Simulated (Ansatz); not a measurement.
HfB2

```
CELL_PARAMETERS angstrom
3.14000 0.00000 0.00000
-1.57000 2.71932 0.00000
0.00000 0.00000 3.48000
ATOMIC_POSITIONS crystal
Hf 0.00000 0.00000 0.00000
B 0.33333 0.66667 0.50000
B 0.66667 0.33333 0.50000
```

Atom numbers follow the list: Hf1, B2, B3.

The cell comes from COD entry 1510711, which wasn't checked; take it as a given geometry.

No spin–orbit coupling, which matters for the heavy atoms here.

Levels of theory: DFT, PBEsol, all-electron LAPW, scalar-relativistic (Ansatz 0.2.0); DFT, PBEsol, PAW with Ansatz's default frozen-core files, scalar-relativistic (Ansatz 0.2.0).

For LAPW: a Γ-centred 15×15×12 k mesh, Fermi–Dirac smearing of 0.03 eV, basis error target 1 meV/atom, no spin polarisation. PAW takes a cutoff of 420 eV at this cell (files made with PBE, cores remade for this functional). The Ansatz runs share mesh, smearing and spin set-up. Values come from LAPW unless marked.

```json
{
 "Löwdin charges (with 0.03 e of the cell spilling out of the atomic basis, so their sizes and signs hang on that basis)": "Hf1 0.66, B2 -0.32 e",
 "Band gap": "none: bands cross the Fermi level, a metal",
 "Pressure at this cell": "-4.30 GPa",
 "Bader charges (from the PAW run)": "Hf1 +1.55, B2 -0.78 e",
 "Volume per atom": "9.90 Å³"
}
```

(1) Predict this quantity. Density of states at the Fermi level (0.2 eV bin).

(2) Predict this quantity. Stress xx, yy, zz (compression positive).

Answers

(1) 0.18 states/eV per cell.

(2) -3.86, -3.86, -5.19 GPa.
